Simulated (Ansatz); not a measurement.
W (bcc)

Method: PBE, scalar-relativistic; no spin polarisation; PAW, 420 eV, 18×18×18 k-mesh, Gaussian smearing of 0.05 eV; code Ansatz; PAW files: Ansatz's generated set soft_2.

```xyz
1
Lattice="-1.5917 1.5917 1.5917 1.5917 -1.5917 1.5917 1.5917 1.5917 -1.5917" Properties=species:S:1:pos:R:3 pbc="T T T"
W     0.0000    0.0000    0.0000
```

Problem. Which orbitals carry the states at the Fermi level, and how many states are there?

Solution. Within 0.1 eV of it: W 5d 95 % (shares among the projected shells). The density of states at the Fermi level is about 0.42 states/eV per cell, averaged over 0.3 eV.

Density of states (tetrahedra, averaged over 0.4 eV; states/eV per cell of 1 atom; energy in eV from the Fermi level; projections on Löwdin-orthogonalised atomic orbitals, summed over sites):

```
    E  total  W 5d  W 6s  W 5p
-6.45   0.23  0.06  0.16  0.01
-6.05   0.56  0.32  0.22  0.01
-5.65   0.68  0.45  0.21  0.01
-5.25   0.81  0.61  0.18  0.01
-4.85   1.02  0.85  0.15  0.01
-4.45   1.02  0.89  0.11  0.01
-4.05   0.46  0.42  0.03  0.01
-3.65   0.53  0.51  0.01  0.01
-3.25   1.94  1.88  0.01  0.02
-2.85   1.30  1.24  0.03  0.01
-2.45   1.12  1.02  0.06  0.01
-2.05   1.75  1.52  0.15  0.02
-1.65   1.24  1.07  0.10  0.01
-1.25   0.70  0.58  0.06  0.01
-0.85   0.40  0.30  0.04  0.00
-0.45   0.37  0.29  0.03  0.00
-0.05   0.41  0.34  0.02  0.00
 0.35   0.66  0.61  0.02  0.00
 0.75   0.74  0.70  0.02  0.00
 1.15   0.87  0.83  0.02  0.00
 1.55   1.06  1.03  0.01  0.00
 1.95   1.15  1.11  0.01  0.00
 2.35   1.14  1.12  0.01  0.00
 2.75   1.36  1.32  0.03  0.00
 3.15   2.28  2.12  0.12  0.00
 3.55   0.89  0.69  0.15  0.00
 3.95   0.58  0.43  0.10  0.00
```

No spin–orbit coupling, a notable omission for heavy elements.
